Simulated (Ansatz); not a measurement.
Mg2Sn in space group C2/m (No. 12; Mg on 4i, Mg on 4i, Sn on 4i) at seven volumes, DFT-LDA in the program Ansatz with PAW potentials, shape and atoms relaxed at each. One row is withheld.

```
V (Å³/atom)  P (GPa)
-----------  -------
20.261          5.51
20.929             ?
21.597          1.56
22.264          0.00
22.932         -1.33
23.600         -2.47
24.268         -3.42
```

### Question
Fit the shown pressures and predict the withheld one.

### Answer
P = (3/2)B₀(x^(7/2) − x^(5/2))[1 + (3/4)(B′ − 4)(x − 1)] with x = (V₀/V)^(2/3). Least squares on the six rows gives V₀ = 22.264 Å³/atom, B₀ = 47.8 GPa, B′ = 4.27. At V = 20.929, x = 1.0421 and P = 3.37 GPa. The run itself gave 3.38 GPa.

The workflow started from a Materials Project entry (that database holds measured and hypothetical structures alike); the Crystallography Open Database copy checked does not list it. COD files the formula under space group No. 225, 227, so this cell is another polymorph or a model. Whether it is the stable phase at ambient conditions was not checked. Symmetry was held in the LDA relaxation; of distortions, only those at the zone centre were tested. Spin–orbit coupling is left out wherever it is not named.

Potentials: the later of the program's two PAW sets.
